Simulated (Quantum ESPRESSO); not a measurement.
Parts of the isotropic shielding in KCl, by GIPAW with PBE in a modified build of Quantum ESPRESSO, on JTH PAW datasets, 25 Ha, k-mesh 4×4×4 shifted:

```
KCl
1.0
    0.00000     3.14187     3.14187
    3.14187     0.00000     3.14187
    3.14187     3.14187     0.00000
K Cl
1 1
Direct
  0.00000   0.00000   0.00000
  0.50000   0.50000   0.50000
```
Geometry: a computed entry of the Materials Project; it was not checked against measured cells. It is KCl in Fm-3m. Stability against distortions was not tested.

The core term is that of the free atom's frozen core; the paramagnetic column sums the reconstruction terms. Shieldings are absolute and leave out the bulk-susceptibility term; a larger σ means a smaller chemical shift. By our sweeps, such settings leave a few ppm in absolute σ. No d partial waves on Cl: the paramagnetic term there is incompletely reconstructed. Static lattice: thermal averaging is not included.

```tsv
site	core	bare (smooth current)	diamagnetic correction	paramagnetic corrections	σ_iso (ppm)
K (atom 1)	1193.4	89.6	22.3	[?]	[?]
Cl (atom 2)	1050.8	85.8	-12.0	[?]	[?]
```

Q: What belongs in the gaps?

A: 
- K (atom 1), paramagnetic corrections: -156.7
- K (atom 1), σ_iso (ppm): 1148.6
- Cl (atom 2), paramagnetic corrections: -222.0
- Cl (atom 2), σ_iso (ppm): 902.6
